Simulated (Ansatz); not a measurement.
With PBE (plane waves, PAW; program Ansatz), InMo$_{2}$C in the hexagonal phase (P6_3/mmc; In on 2d, Mo on 4f, C on 2a) relaxes to a = 3.126 Å, c = 14.022 Å. In has 12 nearest neighbours from 2.99 Å (anticuboctahedral); C has 6 nearest neighbours from 2.12 Å (octahedral). Its formation energy from the elements is 0.000 eV/atom, with no fitted shifts.

Electronic character: metallic (no gap). Gap from PBE with spin–orbit coupling: none (metallic).

An equation-of-state fit gives a bulk modulus of 167 GPa.

The start of the workflow was typed in or built on a structure type; neither database checked (COD, Materials Project) lists it. Its standing as an ambient phase is unchecked. Symmetry was held in the PBE relaxation; its stability against distortions is not shown here. No spin polarisation was allowed. The references are the lowest solids computed at this level, not always the standard phases. Spin–orbit coupling is left out wherever it is not named.

Potentials: the earlier of the program's two PAW sets.
